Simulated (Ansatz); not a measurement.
# Lu — electric field gradients

The cell is a structure deposited in the COD whose atoms were relaxed with PBE, the cell held.

```
Lu
1.0
     3.50990    0.00000    0.00000
    -1.75495    3.03966    0.00000
     0.00000    0.00000    5.56660
Lu
2
Direct
  0.33333 0.66667 0.25000
  0.66667 0.33333 0.75000
```

Atom numbers follow the list; atoms alike are taken as one site, whose name carries the number of the first.

All values are calculated (Ansatz; DFT, PBE, plane waves and PAW, with spin–orbit coupling, 420 eV cutoff, Γ-centred 11×11×6 k-points, Fermi–Dirac smearing 0.05 eV), not measured.

C_Q = eQV_zz/h, which is 24.18 MHz for Q = 1 b and V_zz = 10²¹ V/m²; η = (V_xx − V_yy)/V_zz.

175Lu: I = 7/2, Q = 3490 mb. Quadrupole moments are those of Pyykkö's year-2017 table.

```csv
site,atoms (order as listed),first shell,"V_xx, V_yy, V_zz (10²¹ V/m²)",η,C_Q (MHz)
Lu,"1, 2",12 Lu at 3.44–3.51 Å,"-2.43, -2.43, 4.86",0.00,410
```

An axis of threefold or higher order runs through Lu, so V_zz lies along it and η is zero.

The run finds no gap above 0.1 eV (a metal, or nearly one), so the gradients can move by 10 % or more with the k-mesh.
